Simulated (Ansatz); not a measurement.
CsCl:
```xyz
2
Lattice="4.0686 0.0000 0.0000 0.0000 4.0686 0.0000 0.0000 0.0000 4.0686" Properties=species:S:1:pos:R:3 pbc="T T T"
Cs     0.0000     0.0000     0.0000
Cl     2.0343     2.0343     2.0343
```

PBEsol in the plane-wave PAW code Ansatz gives a gap of 5.23 eV without spin–orbit coupling, maximum at Γ, minimum at Γ.

What happens when spin–orbit coupling is switched on?

The gap decreases by 0.08 eV, to 5.15 eV; maximum at Γ, minimum at Γ.

How large is the spin–orbit splitting of the valence top at Γ?

The fourfold level lies 0.22 eV above the split-off pair.

Give the electron effective mass with spin–orbit coupling, band 1 of 2 at the edge.

1.3 along [100], 0.77 along [110], 0.56 along [111] (mₑ).

Give the electron effective mass with spin–orbit coupling, band 2 of 2 at the edge.

0.35 along [100], 0.43 along [110], 0.54 along [111] (mₑ).

Give the hole effective mass with spin–orbit coupling, band 1 of 2 at the edge.

3.1 along [100], 3.0 along [110], 3.0 along [111] (mₑ).

Give the hole effective mass with spin–orbit coupling, band 2 of 2 at the edge.

0.72 along [100], 0.72 along [110], 0.73 along [111] (mₑ).

Space group Pm-3m (CsCl type). The PBEsol relaxation kept the symmetry of its start.

Potentials: the earlier of the program's two PAW sets. The files were generated under PBE; for other functionals the program regenerates the frozen cores, and for LDA and PBEsol the local potential too.
